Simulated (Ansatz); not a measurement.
Input, command and steps of an Ansatz relaxation.

```yaml
crystal:
  lattice:
    - [-1.8123581307, 1.8123581307, 5.4964120657]
    - [1.8123581307, -1.8123581307, 5.4964120657]
    - [1.8123581307, 1.8123581307, -5.4964120657]
  atoms:
    - { symbol: Sr, position: [0.0, 0.0, 0.0] }
    - { symbol: Co, position: [0.75, 0.25, 0.5], spin: 0.35 }
    - { symbol: Co, position: [0.25, 0.75, 0.5], spin: 0.35 }
    - { symbol: P, position: [0.3547334516, 0.3547334516, 0.0] }
    - { symbol: P, position: [0.6452665484, 0.6452665484, 0.0] }
basis:
  ecutwfc: 420
kpoints:
  mp_grid: { grid: [14, 14, 14] }
hamiltonian:
  xc: pbesol
scf:
  occupations: { method: gaussian, width: 0.1 }
output:
  forces: true
  stress: true
  eigenvalues: true
  populations: true
magnetization:
  spin_polarized: true
relax:
  adjacent_minimum: "off"
  f_tol: 0.01
  max_steps: 30
  cell: { stress_tol: 0.1, fix: [volume] }
```

```bash
ansatz run input.yaml --threads 2 --pin off --max-ram 5120MiB --backend cpu --events-out ev --progress --plain --runs-dir out
```

The calculation used DFT PBEsol, scalar-relativistic, plane waves, PAW in Ansatz.

The volume is held at 0.91 times that of the relaxed cell.

Of 4 frames 3 are shown, positions in Å and forces in eV/Å; the SCF threshold varies from step to step. Steps run on the plane waves of an earlier cell, with a Pulay correction in the pressure. The basis is chosen afresh for the last frame, the zero of the energies, and at times for earlier ones too; energy and pressure step there, also at an unchanged geometry.

```xyz
5
Lattice="-1.8124 1.8124 5.4964 1.8124 -1.8124 5.4964 1.8124 1.8124 -5.4964" Properties=species:S:1:pos:R:3:forces:R:3 pbc="T T T" step=1 free_energy_over_end_meV_per_atom=2.39 pressure_GPa=11.57
Sr    0.0000    0.0000    0.0000    0.0000    0.0000    0.0000
Co    0.0000    1.8124    2.7482    0.0000    0.0000    0.0000
Co    1.8124    0.0000    2.7482    0.0000    0.0000    0.0000
P     0.0000    0.0000    3.8995    0.0000    0.0000    0.4393
P     0.0000    0.0000    7.0933    0.0000    0.0000   -0.4393
5
Lattice="-1.8146 1.8146 5.4828 1.8146 -1.8146 5.4828 1.8146 1.8146 -5.4828" Properties=species:S:1:pos:R:3:forces:R:3 pbc="T T T" step=2 free_energy_over_end_meV_per_atom=0.40 pressure_GPa=10.58
Sr    0.0000    0.0000    0.0000    0.0000    0.0000    0.0000
Co    0.0000    1.8146    2.7414    0.0000    0.0000    0.0000
Co    1.8146    0.0000    2.7414    0.0000    0.0000    0.0000
P     0.0000    0.0000    3.9055    0.0000    0.0000    0.1816
P     0.0000    0.0000    7.0600    0.0000    0.0000   -0.1816
5
Lattice="-1.8151 1.8151 5.4796 1.8151 -1.8151 5.4796 1.8151 1.8151 -5.4796" Properties=species:S:1:pos:R:3:forces:R:3 pbc="T T T" step=4 free_energy_over_end_meV_per_atom=0.00 pressure_GPa=9.96
Sr    0.0000    0.0000    0.0000    0.0000    0.0000    0.0000
Co    0.0000    1.8151    2.7398    0.0000    0.0000    0.0000
Co    1.8151    0.0000    2.7398    0.0000    0.0000    0.0000
P     0.0000    0.0000    3.9141    0.0000    0.0000   -0.0026
P     0.0000    0.0000    7.0451    0.0000    0.0000    0.0026
```

The run took 3.1 min on 2 threads of Arm Neoverse V2 (shared host), peak memory 1 GiB.